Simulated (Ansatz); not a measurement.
AlGaAs₂:
```xyz
4
Lattice="4.0142 0.0000 0.0000 0.0000 4.0142 0.0000 0.0000 0.0000 5.6662" Properties=species:S:1:pos:R:3 pbc="T T T"
Ga     0.0000     0.0000     0.0000
As     2.0071     0.0000     1.4202
Al     2.0071     2.0071     2.8331
As     0.0000     2.0071     4.2460
```

x, y and z are the axes in which the lattice vectors are written.

Problem. Give the proper piezoelectric stress tensor with relaxed ions from plane-wave PAW r²SCAN (Ansatz code).

Solution. In C/m², rows x, y, z, Voigt columns; mesh uncertainty up to 0.01.
```
 0.00   0.00   0.00   0.00  -0.16   0.00
 0.00   0.00   0.00   0.16   0.00   0.00
-0.14   0.14   0.00   0.00   0.00   0.00
```

The elastic tensor of the same run (GPa):

```
 144  25.6  52.8   0.0   0.0   0.0
25.6   144  52.8   0.0   0.0   0.0
52.8  52.8   117   0.0   0.0   0.0
 0.0   0.0   0.0  58.8   0.0   0.0
 0.0   0.0   0.0   0.0  58.8   0.0
 0.0   0.0   0.0   0.0   0.0  32.0
```

Problem. Convert to strain constants d = e·S.

Solution. In pC/N:
```
 0.0   0.0   0.0   0.0  -2.6   0.0
 0.0   0.0   0.0   2.6   0.0   0.0
-1.2   1.2   0.0   0.0   0.0   0.0
```

Space group P-4m2. The start of the workflow was typed in or built on a structure type; neither database checked (COD, Materials Project) lists it. Its standing as an ambient phase is unchecked. The r²SCAN relaxation kept the symmetry of its start; whether a distortion lowers the energy is not shown. Signs of piezoelectric constants follow the polarity of the cell as given.

Potentials: the later of the program's two PAW sets.
